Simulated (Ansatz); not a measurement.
**Al2B2N (P-3m1)**

Computed with DFT PBE, scalar-relativistic, plane waves, PAW in Ansatz 0.2.0.

Cutoff 420 eV; k points 12×12×6 on the computed 5-atom cell (Γ-centred); Gaussian smearing, width 0.10 eV; no spin polarisation.

The structure is relaxed at this level of theory with its symmetry kept, and needn't be the ground state of this composition.

```
Al B N
1.0
     2.97655    0.00000    0.00000
    -1.48828    2.57777    0.00000
     0.00000    0.00000    5.91518
Al B N
2 2 1
Direct
  0.33333 0.66667 0.80416
  0.66667 0.33333 0.19584
  0.33333 0.66667 0.46167
  0.66667 0.33333 0.53833
  0.00000 0.00000 0.00000
```

Task: Formation energy from the elements' standard states (uncorrected)?

Result: -0.345 eV/atom.

Task: Kohn–Sham band gap?

Result: none (metal).

Task: Density of states at the Fermi level?

Result: 0.8 states/eV per cell.

Task: Orbital (Löwdin) character within 0.5 eV of the Fermi level?

Result: B 2p 63 %, Al 3p 18 %, N 2p 8 %.

Task: Bader charge by site (e)?

Result: Al (2 in the cell) 2.36, B (2 in the cell) -1.11, N (1 in the cell) -2.51.

The cell was found from a structure generator's guess, not taken from experiment. Löwdin shares on free-atom orbitals overweight diffuse shells.
